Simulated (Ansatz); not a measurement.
Method: DFT PBE+D3(BJ), scalar-relativistic, plane waves, PAW in Ansatz. All cells share a 420 eV cutoff and Γ-centred k meshes spaced at most about 0.3 Å⁻¹ (about 0.25 or finer for metals, 2π included). No spin polarisation in the final relaxations.

Temperature and zero-point effects are left out. All come from trial cells, and lower structures may exist.

**Question.** Which of these relaxed structures of NaP2 is the lowest in energy?
A.

```cif
data_structure
_symmetry_space_group_name_H-M 'P-1'
_symmetry_Int_Tables_number 2
_cell_length_a 3.2766
_cell_length_b 5.6332
_cell_length_c 6.9684
_cell_angle_alpha 98.037
_cell_angle_beta 93.324
_cell_angle_gamma 104.473
_cell_volume 122.74
loop_
_atom_site_label
_atom_site_type_symbol
_atom_site_symmetry_multiplicity
_atom_site_Wyckoff_symbol
_atom_site_fract_x
_atom_site_fract_y
_atom_site_fract_z
_atom_site_occupancy
Na1 Na 2 i 0.12216 0.78912 0.17356 1
P1 P 2 i 0.61026 0.67660 0.78410 1
P2 P 2 i 0.90579 0.30218 0.42542 1
```

B.

```cif
data_structure
_symmetry_space_group_name_H-M 'R-3m:H'
_symmetry_Int_Tables_number 166
_cell_length_a 3.6100
_cell_length_b 3.6100
_cell_length_c 15.8579
_cell_angle_alpha 90.000
_cell_angle_beta 90.000
_cell_angle_gamma 120.000
_cell_volume 178.98
loop_
_atom_site_label
_atom_site_type_symbol
_atom_site_symmetry_multiplicity
_atom_site_Wyckoff_symbol
_atom_site_fract_x
_atom_site_fract_y
_atom_site_fract_z
_atom_site_occupancy
Na1 Na 3 a 0.00000 0.00000 0.00000 1
P1 P 6 c 0.00000 0.00000 0.80340 1
```

**Answer.** A. It has space group P-1 (No. 2); the next, B, with space group R-3m (No. 166), lies 191 meV/atom higher. Counting P atoms around Na (those within 1.25 times the shortest such distance or 1.15 times the sum of covalent radii), the lowest has Na 9 and the next has Na 8. The lowest holds P–P chains (shortest 2.21 Å); the next holds P–P nets (shortest 2.29 Å).

In R-3m an odd number of electrons in the primitive cell allows no gap without spin; a larger cell or a magnetic state could open one. A magnetic state wasn't ruled out in cells without spin, among them R-3m. Cells relaxed within their symmetry can be saddle points. The P-1 cell of NaP2 came from shaking the R-3m one. Some structure types and database cells were kept out of the candidates from the start, so a known form may be missing.
